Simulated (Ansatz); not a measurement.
# Structures of CuAuS₃: which is lowest?

Plane-wave DFT in Ansatz with scalar-relativistic PAW potentials, cutoff 420 eV, Γ-centred meshes chosen by cell and gap, Gaussian smearing with energies taken to zero width. Every cell was relaxed (cell and atoms) in a run of its own, within the symmetry of its start. Functional: PBE.

Relaxed structures (starts from databases or built by putting these elements on another compound's sites):
A. Pm-3m, 5 atoms in the computed cell, a = 4.555 Å; sites (symmetry × multiplicity) Cu m-3m × 1, S 4/mm.m × 3, Au m-3m × 1; start: built
B. P4mm, 5 atoms in the computed cell, a = 4.723 Å, c = 4.834 Å; sites (symmetry × multiplicity) Cu 4mm × 1, S 2mm. × 2 + 4mm × 1, Au 4mm × 1; start: built

Task: Rank them by energy. Could pressure change the order?

Result:
| structure | group | E − E(lowest) (meV/atom) | V (Å³/atom) | gap on mesh (eV) |
| --- | --- | --- | --- | --- |
| B | P4mm | 0.0 | 21.57 | 0.00 |
| A | Pm-3m | 479 | 18.90 | 0.00 |

B is lowest, 479 meV/atom under A. A is denser by 2.67 Å³/atom, so pressure favours it: ΔE/ΔV, with ΔE in eV and 1 eV/Å³ = 160.2 GPa, gives about 29 GPa for equal enthalpy if both cells were rigid; at such pressures compression changes ΔV much, so this is a scale only. Other structures may lie lower than all of these, and vibrations aren't counted.

Spin-orbit coupling is left out, which matters for the bands of heavy elements.